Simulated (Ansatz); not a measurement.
SiRu in space group P2_13 (No. 198; Ru on 4a, Si on 4a) under volume change, the program Ansatz at the r²SCAN level (PAW), shape and atoms relaxed at each volume.

```json
[
 {"V (Å³/atom)": "11.845", "E − E(relaxed) (meV/atom)": "(withheld)", "P (GPa)": "(withheld)"},
 {"V (Å³/atom)": "12.236", "E − E(relaxed) (meV/atom)": "37.2", "P (GPa)": "16.33"},
 {"V (Å³/atom)": "12.626", "E − E(relaxed) (meV/atom)": "8.7", "P (GPa)": "7.38"},
 {"V (Å³/atom)": "13.017", "E − E(relaxed) (meV/atom)": "0.0", "P (GPa)": "0.00"},
 {"V (Å³/atom)": "13.407", "E − E(relaxed) (meV/atom)": "(withheld)", "P (GPa)": "(withheld)"},
 {"V (Å³/atom)": "13.798", "E − E(relaxed) (meV/atom)": "28.6", "P (GPa)": "-11.01"},
 {"V (Å³/atom)": "14.189", "E − E(relaxed) (meV/atom)": "60.5", "P (GPa)": "-15.09"}
]
```

### Question
Some entries are withheld; supply them.

### Answer

- 13.407, E − E(relaxed) (meV/atom): 7.6
- 13.407, P (GPa): -6.01
- 11.845, E − E(relaxed) (meV/atom): 89.5
- 11.845, P (GPa): 27.04

### Question
What does a third-order Birch–Murnaghan fit give for V₀, B₀ and B′?

### Answer
V₀ = 13.02 Å³/atom, B₀ = 222 GPa, B′ = 5.4.

The r²SCAN relaxation kept the symmetry of its start. No spin polarisation was allowed.

Potentials: the later of the program's two PAW sets.
